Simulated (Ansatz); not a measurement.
**NaWO₃: pressure against volume**

NaWO₃, Pm-3m, a = 3.877 Å. The structure is a COD entry; whether it is the stable form wasn't checked. Ansatz: r2SCAN, PAW, 500 eV, Γ-centred 10×10×10 mesh on 5 atoms, Gaussian smearing 0.10 eV; no spin polarisation. Symmetry fixes shape and atoms, so the cell is only scaled; pressure is positive in compression.

| V (Å³/atom) | P (GPa) |
| --- | --- |
| 10.952 | ? |
| 11.301 | 7.48 |
| 11.651 | -0.01 |
| 12.000 | -6.38 |
| 12.350 | -11.78 |

Question: Take V0 = 11.651 Å³/atom, count pressures from its P0 = -0.01 GPa, fit the third-order Birch–Murnaghan form to the other rows, and predict the missing pressure.

Answer: With the Eulerian strain f = ½[(V0/V)^(2/3) − 1] and y = (P − P0)/[3f(1 + 2f)^(5/2)], the form is the line y = B0 + 1.5 B0 (B0′ − 4) f. Rows (f, y): 0.01027, 231.1; -0.00974, 229.0; -0.01905, 227.0. Means f = -0.006173, y = 229.03; Σ(Δf)² = 0.0004489, ΣΔfΔy = 0.06028; the slope is their ratio. y = 229.9 + 134.3 f GPa, so B0 = 229.9 GPa and B0′ = 4 + 2 × (134.3)/(3 × 229.9) = 4.39. At V = 10.952, f = 0.02105, y = 232.73 and P = 16.28 GPa. The run gave 16.30 GPa, so the fit is 0.02 GPa too low, within twice the rms miss on the fitted rows (0.01 GPa). The form still works here, 33 % of the fitted range beyond its end.

Spin polarisation was left out, and a magnetic state may lie lower. Spin–orbit coupling is left out, which can shift energies with elements as heavy as these.

Symmetry holds off the tilts and polar distortions that many cubic perovskites undergo.